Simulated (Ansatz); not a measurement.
This guess for Pt₂C is about to be relaxed.

Space group Fd-3m:1 (No. 227). a = 9.705 Å, b = 9.705 Å, c = 9.705 Å, α = 90.00°, β = 90.00°, γ = 90.00°
```tsv
atom	site	symmetry	x	y	z
Pt	16d	.-3m	0.1250	0.6250	0.1250
C	8b	-43m	0.2500	0.7500	0.2500
```

The calculation used DFT PBE, scalar-relativistic, plane waves, PAW in Ansatz. Cutoff 420 eV, Gaussian smearing, Γ-centred meshes. Cell and atoms relax first on a coarse mesh and then on a finer one. In between, the cell is made exact in the group found at 0.06 Å. In metals the finer mesh still leaves noise of several meV/atom or more. The steps can't lower the symmetry of their start. No spin polarisation.

A guess keeps its type if space group and coordination stay and the shape of the cell changes little (axis ratios within about 15 %, angles within 6°); the volume may change.

Question: Will the relaxed cell still be of the starting type?

Answer: It keeps its type: symmetry leaves only the cell edge free. The symmetry stays Fd-3m (No. 227). The end has the anti-beta-cristobalite type. The volume per atom shrinks by 23.6 %, from 38.1 to 29.1 Å³. The shortest distance goes from 2.10 Å (Pt–C) to 1.92 Å (Pt–C). Counting neighbours within 15 % of an atom's shortest distance, the start has C 4, Pt 2 and the end C 4, Pt 2.

The last run used an 8×8×8 mesh for its 6-atom cell and Gaussian smearing of 0.10 eV. These runs have no spin–orbit coupling, which can matter for Pt. Symmetry constrained the relaxation, so the result can be a saddle point.
